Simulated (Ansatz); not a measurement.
Relaxed-ion elastic tensor of LiBH₄ in space group Ama2 (No. 40; Pearson symbol oS24) in GPa (Voigt order), LDA (plane waves, PAW; program Ansatz); density 0.80 g/cm³, 7.49 Å³ per atom.

```
49.5   9.3  12.4   0.0   0.0   0.0
 9.3  36.2  28.4   0.0   0.0   0.0
12.4  28.4  32.9   0.0   0.0   0.0
 0.0   0.0   0.0  28.7   0.0   0.0
 0.0   0.0   0.0   0.0  13.8   0.0
 0.0   0.0   0.0   0.0   0.0  12.1
```

Problem. Is the crystal mechanically stable?

Solution. Yes: the smallest eigenvalue of C is 5.9 GPa.

Problem. Work out the Voigt, Reuss and Hill averages.

Solution. K_V = 24.3, K_R = 24.3, K_H = 24.3; G_V = 15.5, G_R = 8.6, G_H = 12.1 GPa.

Problem. Give Young's modulus, Poisson's ratio, Pugh's ratio and the universal anisotropy index.

Solution. E = 9KG/(3K + G) = 31.1 GPa; ν = 0.29; K/G = 2.01 (ductile by the Pugh limit of 1.75); A_U = 5G_V/G_R + K_V/K_R − 6 = 3.96.

Problem. Estimate the sound speeds and the Debye temperature.

Solution. v_l = √((K + 4G/3)/ρ) = 7090 m/s, v_t = √(G/ρ) = 3870 m/s, mean 4320 m/s; Θ = (h/k)(3n/4πV)^(1/3) v_m = 657 K.

Problem. Solve the Christoffel equation for the three sound speeds along x, y, z.

Solution. Eigenvalues of C_ijkl n_j n_l equal ρv² (piezoelectric stiffening left out). In km/s, slowest first: x 3.88, 4.14, 7.84; y 3.88, 5.97, 6.70; z 4.14, 5.97, 6.40.

Problem. How much does each axis shrink under pressure?

Solution. Linear compressibilities β_i = Σ_j S_ij (j = 1 to 3): x 14, y 13, z 13 per TPa.

The first step of the workflow began from a Materials Project structure, measured or hypothetical; the Crystallography Open Database copy checked does not list it. COD files the formula under space group No. 62, so this cell is another polymorph or a model. Its standing as an ambient phase is unchecked. Symmetry was held in the LDA relaxation; phonons on a q-mesh show no instability.

Potentials: the later of the program's two PAW sets.
